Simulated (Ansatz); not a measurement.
Name crystals whose computed values (the program Ansatz at the PBEsol level (PAW)) fall in these windows: Θ_D (K) 570 to 740; B₀ by P(V) fit (GPa) 170 to 220.



| crystal | Θ_D (K) | B₀ by P(V) fit (GPa) |
|---|---|---|
| AlCo, CsCl type | 641 | 194 |
| TiC, P6_3/mmc (Ti on 2c, C on 2d) | 644 | 205 |
| AlFe, CsCl type | 620 | 190 |
| SrTiO3, cubic perovskite | 692 | 186 |
| WO3, P6/mmm (W on 3f, O on 6l, O on 3g) | 572 | 184 |
Others may fit too.

Spin orders computed, not proven ground states: AlFe, CsCl type ferromagnetic. Typed or built starts, not in the databases checked: TiC, P6_3/mmc (Ti on 2c, C on 2d). Not the usual ambient phase: TiC, P6_3/mmc (Ti on 2c, C on 2d). Standing as an ambient phase not checked: WO3, P6/mmm (W on 3f, O on 6l, O on 3g). Began spin-polarised and lost the moments: AlCo, CsCl type. All cells were relaxed under the symmetry of their starts (and spin orders); stability against distortions was not tested throughout. Rows with no word on spin ran without spin polarisation. Spin–orbit coupling is left out wherever it is not named.

Potentials: the later of the program's two PAW sets.
